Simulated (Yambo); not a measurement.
PdZnF6 (space group R-3, No. 148): one transition space (6×6×6 mesh, 18 valence and 2 conduction bands, Tamm-Dancoff) with different kernels in Yambo, on PBEsol orbitals; field along x. BSE alone uses the static screening with 74 bands and a 3 Ry block; its scissor and those of RPA and TDDFT come from G0W0, that of the TDHF-type run from bare exchange. Axes are Cartesian, with cell vectors (Å) (2.47, 1.43, 4.56), (-2.47, 1.43, 4.56), (0.00, -2.85, 4.56).

| kernel | scissor (eV) | direct gap with it (eV) | lowest state (eV) | rough cost |
|---|---|---|---|---|
| BSE (screened electron-hole attraction) | 2.37 | 3.99 | 1.76 (dark) | 1 (with the screening) |
| TDHF-type (unscreened attraction, exchange-only scissor) | 11.29 | 12.92 | 2.92 (dark) | about 1/5 |
| RPA (no attraction) | 2.37 | 3.99 | 4.00 (dark) | about 1/10 |

Costs are rough.

RPA leaves the lowest state at the direct gap: no bound exciton. These are vertical excitations (zero momentum). Spin singlets only. Strong means a line over 3 % of the spectrum's maximum, dark under 0.03 %. Absolute energies carry the error of the G0W0 scissor, whose convergence isn't established; the long-wavelength screening was taken along (1,1,1) although the crystal is anisotropic. Convergence of the binding with the mesh was not shown.

Spin-orbit coupling is not included.

Geometry of the Materials Project entry, not relaxed at this level; primitive cell a = b = c = 5.374 Å, α = β = γ = 54.69°.

With a shallow 3d shell G0W0 needs far more bands and larger blocks than here, so the scissor is uncertain by tenths of an eV or more.
